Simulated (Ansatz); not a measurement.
Input and output for Ta (bcc type): DFT, PBE, PAW with Ansatz's default frozen-core files, scalar-relativistic (Ansatz 0.2.0). This run: cell relaxed at zero pressure.

The start is a guessed cell.

Command: `ansatz run input.yaml --threads 1 --pin off --max-ram 2048MiB --backend cpu --events-out ev --progress --plain --runs-dir out` It took 4 s on 1 thread of Intel(R) Xeon(R) Platinum 8488C (Sapphire Rapids) (shared host), peak memory 0.37 GiB.

```yaml
crystal:
  lattice:
    - [-1.6607199181, 1.6607199181, 1.6607199181]
    - [1.6607199181, -1.6607199181, 1.6607199181]
    - [1.6607199181, 1.6607199181, -1.6607199181]
  atoms:
    - { symbol: Ta, position: [0.0, 0.0, 0.0] }
kpoints:
  mp_grid: { grid: [16, 16, 16] }
scf:
  occupations: { method: fermi_dirac, width: 0.05 }
hamiltonian:
  xc: pbe
  pseudopotentials: { kind: paw }
output:
  forces: true
  stress: true
  write_density: true
  write_potential: true
  elf: true
  volumetric_format: npy
relax:
  f_tol: 0.005
  max_steps: 40
  cell: {}
```

Output:

```
Engine: ansatz 0.2.0
Pseudopotentials: kind: paw
Pseudopotential: Ta, paw, valence charge 13, recommended cutoff 420 eV (normal), Ta.paw.azcp
Functional definition: PBE
  parameter kappa = 0.804
  parameter beta = 0.06672455060314922
  exchange = pbe_x(kappa = kappa, mu = beta*pi^2/3)
  correlation = pbe_c(beta = beta)
Crystal: 1 atoms, lattice volume = 18.321 Å³
Basis set: ecut = 420 eV, 369 PW (Γ), exchange–correlation on 40×40×40 points (8 copies of the dense FFT grid, shifted against one another)
Bands: 11, of which v1, the nominal top of the filled ones, is band 7 counted from 1 (6 counted from 0)
Symmetry: 48 space group operations
Space group: Im-3m (ITA 229), of the structure as read, at distance tolerance 2.6e-5 Å
k-points: 145 of 4096
Non-local potential: Ta, projectors of the file, l = 0: 3, l = 1: 2, l = 2: 2, l = 3: 1
PAW form: soft (Blöchl's): semilocal exchange-correlation on the pseudo side does not see the compensation charge
PAW one-centre angular grid: Ta, 590 points (default); XC on 64 Gauss nodes
Initial density: superposition of atomic densities (neutral atoms: chi_scale 0, normalization atom), corrected by the library's trained network
Initial wavefunctions: pseudopotential atomic-orbital guess
Functional: x = pbe(κ = 0.804, μ = 0.2195149727645171), c = pbe(β = 0.06672455060314922)
SCF iter   1: F=—  HF=-9932.253677 eV  |F-HF|=—  |Δ(HF+E_count)|=         —  Δρ=2.15e-3  dr2=2.75e-4  ethr=1.77e-3  ⟨swp⟩=5.8  Hψ=9212  notcnv=0
preconditioner: auto → none  [metal: Δε(μ)=0.012 eV  Ē_g=8.178 eV  σ=0.050 eV  W_gap=0.06  n_scr=0 (ndim 8)  ℏωp=19.4 eV  f_vac=0.000  D(μ)=1.58/eV (n_scr^D=18)]
SCF iter   2: F=—  HF=-9932.253619 eV  |F-HF|=—  |Δ(HF+E_count)|=   5.86e-5  Δρ=1.08e-3  dr2=7.44e-5  ethr=2.11e-6  ⟨swp⟩=2.2  Hψ=3537  notcnv=0
SCF iter   3: F=—  HF=-9932.253694 eV  |F-HF|=—  |Δ(HF+E_count)|=   7.53e-5  Δρ=1.96e-4  dr2=2.42e-6  ethr=5.72e-7  ⟨swp⟩=2.1  Hψ=2497  notcnv=0
SCF iter   4: F=—  HF=-9932.253693 eV  |F-HF|=—  |Δ(HF+E_count)|=   9.69e-7  Δρ=7.19e-5  dr2=2.76e-7  ethr=1.86e-8  ⟨swp⟩=2.1  Hψ=2493  notcnv=0
iter 5 did not close the SCF: its close was put off for the readings that it lacked (scf_convergence_deferred on its scf_iter line)
SCF iter   5: F=-9932.253693 eV  HF=-9932.253693 eV  |F-HF|=2.86e-8  |Δ(HF+E_count)|=   8.85e-8  Δρ=3.39e-5  dr2=5.93e-8  ethr=2.12e-9  ⟨swp⟩=1.0  Hψ=1579  notcnv=0
SCF iter   6: F=-9932.253693 eV  HF=-9932.253693 eV  |F-HF|=2.29e-10  |Δ(HF+E_count)|=   2.25e-8  Δρ=2.58e-6  dr2=3.99e-10  ethr=4.56e-10  ⟨swp⟩=5.8  Hψ=7910  notcnv=0
SCF 1 converged in 6 iterations: F = -9932.253693 eV  dr2 = 3.99e-10
  greatest PAW one-centre occupation: 0.999 electrons in one spin orbital (limit 2), on the Ta atom at site 0 (counted from 0), in its partial waves of l = 0
relax step   1: F+E_penalty+E_count = -9932.25369315 eV  Δ(F+E_penalty+E_count) = +0.000e0 eV  max|allowed force component| = 0.000e0 eV/Å  Δτ_max = 0.0000 Å  P = -0.108 GPa  Ω = 18.321 Å³  (6 SCF iters, dr2 threshold 1.00e-7 eV, accepted)
Crystal: 1 atoms, lattice volume = 18.282 Å³
Initial density: handed on by an earlier stage of this run
Initial wavefunctions: those handed on with the density
iter 1 solved again at ethr=9.46e-9 eV; its pass at ethr=3.10e-3 eV (dr2=1.23e-6 eV) is discarded
SCF iter   1: F=—  HF=-9932.253679 eV  |F-HF|=—  |Δ(HF+E_count)|=         —  Δρ=6.46e-5  dr2=5.53e-7  ethr=9.46e-9  ⟨swp⟩=2.5  Hψ=11027  notcnv=0
preconditioner: auto → none  [metal: Δε(μ)=0.014 eV  Ē_g=8.196 eV  σ=0.050 eV  W_gap=0.07  n_scr=0 (ndim 8)  ℏωp=19.4 eV  f_vac=0.000  D(μ)=1.58/eV (n_scr^D=18)]
SCF iter   2: F=—  HF=-9932.253682 eV  |F-HF|=—  |Δ(HF+E_count)|=   2.95e-6  Δρ=2.37e-5  dr2=3.58e-8  ethr=4.26e-9  ⟨swp⟩=2.4  Hψ=2200  notcnv=0
SCF iter   3: F=-9932.253682 eV  HF=-9932.253682 eV  |F-HF|=5.68e-9  |Δ(HF+E_count)|=   7.23e-8  Δρ=5.63e-6  dr2=1.36e-9  ethr=2.26e-10  ⟨swp⟩=7.1  Hψ=7110  notcnv=0
SCF 2 converged in 3 iterations: F = -9932.253682 eV  dr2 = 1.36e-9
relax step   2: F+E_penalty+E_count = -9932.25368223 eV  Δ(F+E_penalty+E_count) = +1.091e-5 eV  max|allowed force component| = 0.000e0 eV/Å  Δτ_max = 0.0000 Å  P = +0.308 GPa  Ω = 18.282 Å³  energy of the carried Pulay correction = +1.349e-5 eV  (3 SCF iters, dr2 threshold 2.94e-8 eV, rejected (line search))
Crystal: 1 atoms, lattice volume = 18.311 Å³
iter 1 solved again at ethr=4.91e-9 eV; its pass at ethr=3.10e-3 eV (dr2=6.38e-7 eV) is discarded
SCF iter   1: F=—  HF=-9932.253697 eV  |F-HF|=—  |Δ(HF+E_count)|=         —  Δρ=4.39e-5  dr2=2.80e-7  ethr=4.91e-9  ⟨swp⟩=2.6  Hψ=11059  notcnv=0
preconditioner: auto → none  [metal: Δε(μ)=0.013 eV  Ē_g=8.183 eV  σ=0.050 eV  W_gap=0.06  n_scr=0 (ndim 8)  ℏωp=19.4 eV  f_vac=0.000  D(μ)=1.58/eV (n_scr^D=18)]
SCF iter   2: F=—  HF=-9932.253700 eV  |F-HF|=—  |Δ(HF+E_count)|=   2.85e-6  Δρ=1.52e-5  dr2=1.60e-8  ethr=2.16e-9  ⟨swp⟩=2.5  Hψ=2217  notcnv=0
SCF iter   3: F=—  HF=-9932.253700 eV  |F-HF|=—  |Δ(HF+E_count)|=   2.52e-8  Δρ=3.75e-6  dr2=5.75e-10  ethr=1.23e-10  ⟨swp⟩=2.0  Hψ=1935  notcnv=0
SCF iter   4: F=-9932.253700 eV  HF=-9932.253700 eV  |F-HF|=1.82e-12  |Δ(HF+E_count)|=   2.53e-9  Δρ=1.28e-7  dr2=2.66e-12  ethr=1.00e-12  ⟨swp⟩=4.1  Hψ=6999  notcnv=0
SCF 3 converged in 4 iterations: F = -9932.253700 eV  dr2 = 2.66e-12
relax step   3: F+E_penalty+E_count = -9932.25370013 eV  Δ(F+E_penalty+E_count) = -6.988e-6 eV  max|allowed force component| = 0.000e0 eV/Å  Δτ_max = 0.0000 Å  P = -0.000 GPa  Ω = 18.311 Å³  energy of the carried Pulay correction = +3.513e-6 eV  (4 SCF iters, accepted)
Initial wavefunctions: pseudopotential atomic-orbital guess (no wavefunctions were taken with the density)
iter 1 solved again at ethr=5.26e-8 eV; its pass at ethr=3.10e-3 eV (dr2=6.84e-6 eV) is discarded
SCF iter   1: F=—  HF=-9932.253691 eV  |F-HF|=—  |Δ(HF+E_count)|=         —  Δρ=1.85e-6  dr2=7.37e-11  ethr=5.26e-8  ⟨swp⟩=3.1  Hψ=13562  notcnv=0
eigensolver tolerance schedule: the retry pair's looser diagonalisation over-reported the residual by 92731.30 of it (diagonalisation noise at an unbounded share of the residual, at the tolerance the schedule requests for it); recorded, not acted on — ethr = c·dr2/N_el stays at c = 1.0e-1
SCF iter   2: F=—  HF=-9932.253693 eV  |F-HF|=—  |Δ(HF+E_count)|=   2.45e-6  Δρ=9.14e-7  dr2=1.53e-11  ethr=1.00e-12  ⟨swp⟩=3.0  Hψ=2952  notcnv=0
SCF iter   3: F=-9932.253693 eV  HF=-9932.253693 eV  |F-HF|=3.64e-12  |Δ(HF+E_count)|=  3.09e-11  Δρ=9.02e-8  dr2=6.74e-13  ethr=1.00e-12  ⟨swp⟩=6.0  Hψ=6906  notcnv=0
SCF 4 converged in 3 iterations: F = -9932.253693 eV  dr2 = 6.74e-13
relax step   4: F+E_penalty+E_count = -9932.25369347 eV  Δ(F+E_penalty+E_count) = +6.663e-6 eV  max|allowed force component| = 0.000e0 eV/Å  Δτ_max = 0.0000 Å  P = -0.001 GPa  Ω = 18.311 Å³  stress off target by 5.96e-4 GPa  SCF on the basis re-selected at this cell (its energy is not comparable with the rows above)  (3 SCF iters)
basis re-selected at this cell: Δ(F+E_penalty+E_count) = +6.663e-6 eV, ΔP = -0.000 GPa vs the last step (what re-selecting the basis moved, of the pressure what is left beyond the Pulay correction that the steps carried, after the strain that the cell walked since its last selection, with what the two solves' SCF thresholds leave and, on support functions, any second-order correction that the steps lacked; it is no measure of the basis error at this ecutwfc). This SCF's stress stands 5.96e-4 GPa from its target on what of the cell is left free (relax.cell.stress_tol is 5.00e-2 GPa) and its largest allowed force component is 0.00e0 eV/Å (relax.f_tol is 5.00e-3 eV/Å): within both
SCF converged after 3 iterations
Free energy (F): -9932.253693 eV
Harris-Foulkes:  -9932.253693 eV  (|F-HF|=3.64e-12)
Internal energy: -9932.240881 eV  (E = F + TS)
E sigma→0 (E₀):  -9932.247287 eV
Entropy (-TS):   -0.012812 eV (-12.812 meV/atom)
Fermi energy:    18.280633 eV
--- Per-component energies (eV) ---
  E_band       = -108.035099
  E_kinetic    = 365.551292
  E_local      = -556.780387  (includes V_loc(G=0)·N_el)
  E_nonlocal   = 14.688272
  E_hartree    = 192.645190
  E_xc         = -218.327312
  E_vxc        = -203.871078  (∫ρ·V_xc dr)
  E_paw        = -8396.579673  (= ΣΔE_a)
  E_vpaw       = -112.913692  (= ΣTr[D̂ρ^β])
  E_aug_tail   = 0.000134  (compensation charges beyond the density's cutoff)
  E_ewald      = -1333.438398
  E_smearing   = -0.012812  (= −TS)
  E_closure    = 0.000000  (closes the sum)
  Σ components = -9932.253693   (vs F -9932.253693, Δ=0.00e0)
--- Forces (eV/Å), atoms counted from 1 ---
  atom   1  Ta     0.00000000    -0.00000000     0.00000000
  max |Σ_I F_I| component: 2.14e-31 eV/Å
--- Stress (GPa, compression-positive) ---
       -0.000596       0.000000       0.000000
        0.000000      -0.000596       0.000000
       -0.000000       0.000000      -0.000596
  P = ⅓ Tr σ = -0.0006 GPa (-0.006 kbar)
--- Band table (eV; the first three rows and the last of 145) ---
  k-point 0: bands = ["-48.8288", "-14.7984", "-14.7984", "-14.7984", "10.4581", "19.0259", "19.0259", "19.0259", "22.2430", "22.2430", "32.8491"]
  k-point 1: bands = ["-48.8247", "-14.8443", "-14.8126", "-14.7986", "10.6284", "18.9147", "18.9937", "19.1935", "22.0625", "22.2434", "33.0019"]
  k-point 2: bands = ["-48.8131", "-14.9733", "-14.8529", "-14.7992", "11.1180", "18.6149", "18.8507", "19.6898", "21.7206", "22.2562", "33.3643"]
  k-point 144: bands = ["-48.6407", "-15.5773", "-15.5773", "-15.5773", "14.5857", "14.5857", "24.9983", "24.9983", "24.9983", "26.7557", "26.7557"]
--- Relaxed structure (3 steps of the walk, 2 accepted, 1 SCFs on fresh bases) ---
  F+E_penalty+E_count = -9932.25369347 eV   max|allowed force component| = 0.000e0 eV/Å   (the final SCF, on the basis selected at the relaxed cell)
  cell:  # Å, volume = 18.3108 Å³
    - [-1.6604105026115763, 1.6604105026115763, 1.6604105026115763]
    - [1.6604105026115763, -1.6604105026115763, 1.6604105026115763]
    - [1.6604105026115763, 1.6604105026115763, -1.6604105026115763]
  atoms:
    - { symbol: Ta, position: [0.0, 0.0, 0.0] }
```

Next run (the series' base cell), as changes to the input before:

```diff
   lattice:
-    - [-1.6607199181, 1.6607199181, 1.6607199181]
-    - [1.6607199181, -1.6607199181, 1.6607199181]
-    - [1.6607199181, 1.6607199181, -1.6607199181]
+    - [-1.6604105026, 1.6604105026, 1.6604105026]
+    - [1.6604105026, -1.6604105026, 1.6604105026]
+    - [1.6604105026, 1.6604105026, -1.6604105026]
   atoms:
   mp_grid: { grid: [16, 16, 16] }
+  band_path:
+    path:
+      - [0.0, 0.0, 0.0]
+      - [0.5, -0.5, 0.5]
+      - [0.0, 0.0, 0.5]
+      - [0.0, 0.0, 0.0]
+      - [0.25, 0.25, 0.25]
+      - [0.5, -0.5, 0.5]
+      - [0.25, 0.25, 0.25]
+      - [0.0, 0.0, 0.5]
+    npoints: 8
 scf:
   stress: true
-  write_density: true
-  write_potential: true
-  elf: true
-  volumetric_format: npy
-relax:
-  f_tol: 0.005
-  max_steps: 40
-  cell: {}
+  eigenvalues: true
+  populations: true
+  dos: { projected: true, de: 0.2, e_range: [-14, 8] }
```

Results part of the output:

```
SCF 1 converged in 6 iterations: F = -9932.253693 eV  dr2 = 3.38e-10
  greatest PAW one-centre occupation: 0.999 electrons in one spin orbital (limit 2), on the Ta atom at site 0 (counted from 0), in its partial waves of l = 0
NSCF: frozen V_eff on 57 k-points
SCF converged after 6 iterations
Free energy (F): -9932.253693 eV
Harris-Foulkes:  -9932.253693 eV  (|F-HF|=1.82e-10)
Internal energy: -9932.240881 eV  (E = F + TS)
E sigma→0 (E₀):  -9932.247287 eV
Entropy (-TS):   -0.012812 eV (-12.812 meV/atom)
Fermi energy:    18.280632 eV
--- Per-component energies (eV) ---
  E_band       = -108.035205
  E_kinetic    = 365.551390
  E_local      = -556.780555  (includes V_loc(G=0)·N_el)
  E_nonlocal   = 14.688292
  E_hartree    = 192.645283
  E_xc         = -218.327331
  E_vxc        = -203.871098  (∫ρ·V_xc dr)
  E_paw        = -8396.579696  (= ΣΔE_a)
  E_vpaw       = -112.913717  (= ΣTr[D̂ρ^β])
  E_aug_tail   = 0.000134  (compensation charges beyond the density's cutoff)
  E_ewald      = -1333.438398
  E_smearing   = -0.012812  (= −TS)
  E_closure    = 0.000000  (closes the sum)
  Σ components = -9932.253693   (vs F -9932.253693, Δ=0.00e0)
--- Forces (eV/Å), atoms counted from 1 ---
  atom   1  Ta     0.00000000    -0.00000000     0.00000000
  max |Σ_I F_I| component: 1.36e-31 eV/Å
--- Stress (GPa, compression-positive) ---
       -0.000628       0.000000       0.000000
       -0.000000      -0.000628       0.000000
        0.000000      -0.000000      -0.000628
  P = ⅓ Tr σ = -0.0006 GPa (-0.006 kbar)
--- Band table (eV; the first three rows and the last of 145) ---
  k-point 0: bands = ["-48.8288", "-14.7984", "-14.7984", "-14.7984", "10.4581", "19.0259", "19.0259", "19.0259", "22.2430", "22.2430", "32.8491"]
  k-point 1: bands = ["-48.8247", "-14.8443", "-14.8126", "-14.7986", "10.6285", "18.9147", "18.9937", "19.1935", "22.0625", "22.2434", "33.0019"]
  k-point 2: bands = ["-48.8131", "-14.9733", "-14.8530", "-14.7993", "11.1180", "18.6149", "18.8507", "19.6898", "21.7206", "22.2562", "33.3643"]
  k-point 144: bands = ["-48.6407", "-15.5773", "-15.5773", "-15.5773", "14.5857", "14.5857", "24.9983", "24.9983", "24.9983", "26.7557", "26.7557"]
--- Löwdin populations: 1 site ---
  site symbol       q [e]
     0     Ta     12.9086
  spilling = 0.007027 (of n_electrons = 13.000000)
```

Next run (volume at 0.92 of the series' base cell), as changes to the input before:

```diff
   lattice:
-    - [-1.6604105026, 1.6604105026, 1.6604105026]
-    - [1.6604105026, -1.6604105026, 1.6604105026]
-    - [1.6604105026, 1.6604105026, -1.6604105026]
+    - [-1.6148967018, 1.6148967018, 1.6148967018]
+    - [1.6148967018, -1.6148967018, 1.6148967018]
+    - [1.6148967018, 1.6148967018, -1.6148967018]
   atoms:
   mp_grid: { grid: [16, 16, 16] }
-  band_path:
-    path:
-      - [0.0, 0.0, 0.0]
-      - [0.5, -0.5, 0.5]
-      - [0.0, 0.0, 0.5]
-      - [0.0, 0.0, 0.0]
-      - [0.25, 0.25, 0.25]
-      - [0.5, -0.5, 0.5]
-      - [0.25, 0.25, 0.25]
-      - [0.0, 0.0, 0.5]
-    npoints: 8
 scf:
   populations: true
-  dos: { projected: true, de: 0.2, e_range: [-14, 8] }
```

Command: `ansatz run input.yaml --threads 1 --pin off --max-ram 2048MiB --backend cpu --events-out ev --progress --plain --runs-dir out` It took 1.5 s on 1 thread of Intel(R) Xeon(R) Platinum 8488C (Sapphire Rapids), on a shared host, peak memory 0.34 GiB.

Results part of the output:

```
SCF 1 converged in 6 iterations: F = -9932.173669 eV  dr2 = 4.80e-11
  greatest PAW one-centre occupation: 1.000 electrons in one spin orbital (limit 2), on the Ta atom at site 0 (counted from 0), in its partial waves of l = 0
SCF converged after 6 iterations
Free energy (F): -9932.173669 eV
Harris-Foulkes:  -9932.173669 eV  (|F-HF|=3.27e-11)
Internal energy: -9932.161952 eV  (E = F + TS)
E sigma→0 (E₀):  -9932.167811 eV
Entropy (-TS):   -0.011718 eV (-11.718 meV/atom)
Fermi energy:    20.092178 eV
--- Per-component energies (eV) ---
  E_band       = -83.702420
  E_kinetic    = 368.885093
  E_local      = -508.987942  (includes V_loc(G=0)·N_el)
  E_nonlocal   = 15.743946
  E_hartree    = 179.850473
  E_xc         = -219.463375
  E_vxc        = -205.390379  (∫ρ·V_xc dr)
  E_paw        = -8397.170636  (= ΣΔE_a)
  E_vpaw       = -113.654357  (= ΣTr[D̂ρ^β])
  E_aug_tail   = 0.000146  (compensation charges beyond the density's cutoff)
  E_ewald      = -1371.019656
  E_smearing   = -0.011718  (= −TS)
  E_closure    = 0.000000  (closes the sum)
  Σ components = -9932.173669   (vs F -9932.173669, Δ=0.00e0)
--- Forces (eV/Å), atoms counted from 1 ---
  atom   1  Ta     0.00000000    -0.00000000    -0.00000000
  max |Σ_I F_I| component: 5.24e-32 eV/Å
--- Stress (GPa, compression-positive) ---
       18.628020       0.000000       0.000000
       -0.000000      18.628020       0.000000
        0.000000       0.000000      18.628020
  P = ⅓ Tr σ = 18.6280 GPa (186.280 kbar)
--- Band table (eV; the first three rows and the last of 145) ---
  k-point 0: bands = ["-46.8059", "-12.6556", "-12.6556", "-12.6556", "11.9550", "20.8296", "20.8296", "20.8296", "24.3455", "24.3455", "34.9905"]
  k-point 1: bands = ["-46.8000", "-12.7169", "-12.6742", "-12.6561", "12.1442", "20.7039", "20.7935", "21.0169", "24.1351", "24.3443", "35.1657"]
  k-point 2: bands = ["-46.7833", "-12.8885", "-12.7266", "-12.6573", "12.6838", "20.3662", "20.6327", "21.5710", "23.7476", "24.3551", "35.5955"]
  k-point 144: bands = ["-46.5360", "-13.6634", "-13.6634", "-13.6634", "15.8772", "15.8772", "27.5035", "27.5035", "27.5035", "29.3377", "29.3377"]
--- Löwdin populations: 1 site ---
  site symbol       q [e]
     0     Ta     12.9261
  spilling = 0.005684 (of n_electrons = 13.000000)
```

Next run (volume at 0.92 of the series' base cell, partial waves polarizable), as changes to the input before:

```diff
   xc: pbe
-  pseudopotentials: { kind: paw }
+  pseudopotentials: { kind: paw, partial_waves: polarizable }
 output:
   eigenvalues: true
-  populations: true
+  write_density: true
+  write_potential: true
+  elf: true
+  volumetric_format: npy
```

Command: `ansatz run input.yaml --threads 1 --pin off --max-ram 2048MiB --backend cpu --events-out ev --progress --plain --runs-dir out` It took 1.6 s on 1 thread of Intel(R) Xeon(R) Platinum 8488C (Sapphire Rapids) (shared host), peak memory 0.38 GiB.

Results part of the output:

```
SCF 1 converged in 6 iterations: F = -9932.173674 eV  dr2 = 4.97e-11
  greatest PAW one-centre occupation: 1.000 electrons in one spin orbital (limit 2), on the Ta atom at site 0 (counted from 0), in its partial waves of l = 0
SCF converged after 6 iterations
Free energy (F): -9932.173674 eV
Harris-Foulkes:  -9932.173674 eV  (|F-HF|=3.64e-11)
Internal energy: -9932.161956 eV  (E = F + TS)
E sigma→0 (E₀):  -9932.167815 eV
Entropy (-TS):   -0.011718 eV (-11.718 meV/atom)
Fermi energy:    20.092170 eV
--- Per-component energies (eV) ---
  E_band       = -83.702393
  E_kinetic    = 368.885117
  E_local      = -508.988016  (includes V_loc(G=0)·N_el)
  E_nonlocal   = 15.743963
  E_hartree    = 179.850513
  E_xc         = -219.463378
  E_vxc        = -205.390384  (∫ρ·V_xc dr)
  E_paw        = -8397.170644  (= ΣΔE_a)
  E_vpaw       = -113.654376  (= ΣTr[D̂ρ^β])
  E_aug_tail   = 0.000146  (compensation charges beyond the density's cutoff)
  E_ewald      = -1371.019656
  E_smearing   = -0.011718  (= −TS)
  E_closure    = 0.000000  (closes the sum)
  Σ components = -9932.173674   (vs F -9932.173674, Δ=0.00e0)
--- Forces (eV/Å), atoms counted from 1 ---
  atom   1  Ta    -0.00000000     0.00000000     0.00000000
  max |Σ_I F_I| component: 1.48e-31 eV/Å
--- Stress (GPa, compression-positive) ---
       18.628018       0.000000       0.000000
        0.000000      18.628018       0.000000
       -0.000000      -0.000000      18.628018
  P = ⅓ Tr σ = 18.6280 GPa (186.280 kbar)
--- Band table (eV; the first three rows and the last of 145) ---
  k-point 0: bands = ["-46.8059", "-12.6556", "-12.6556", "-12.6556", "11.9550", "20.8296", "20.8296", "20.8296", "24.3455", "24.3455", "34.9905"]
  k-point 1: bands = ["-46.8000", "-12.7169", "-12.6741", "-12.6560", "12.1442", "20.7039", "20.7935", "21.0169", "24.1352", "24.3443", "35.1657"]
  k-point 2: bands = ["-46.7833", "-12.8885", "-12.7266", "-12.6573", "12.6838", "20.3662", "20.6327", "21.5710", "23.7476", "24.3552", "35.5955"]
  k-point 144: bands = ["-46.5360", "-13.6634", "-13.6634", "-13.6634", "15.8772", "15.8772", "27.5035", "27.5035", "27.5035", "29.3377", "29.3377"]
```

Spin–orbit coupling is left out, which matters for the heavy atoms.
